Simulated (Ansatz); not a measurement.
TiSi₂ in space group Cmcm (No. 63; Ti on 4c, Si on 4c, Si on 4c) is relaxed with DFT-PBE in the program Ansatz with PAW potentials. What lattice parameters of the conventional cell result?

a = 3.546 Å, b = 13.567 Å, c = 3.579 Å.

Give the free coordinates with the occupied sites.

In one choice of origin and axes:

| atom | site | symmetry | x | y | z |
|---|---|---|---|---|---|
| Ti | 4c | m2m | 0.0000 | 0.1032 | 0.7500 |
| Si | 4c | m2m | 0.0000 | 0.5592 | 0.2500 |
| Si | 4c | m2m | 0.0000 | 0.2497 | 0.2500 |

Is it a metal or does it have a gap at this level?

No gap at this level.

Symmetry was held in the PBE relaxation. The run is not spin-polarised.

Potentials: the earlier of the program's two PAW sets.
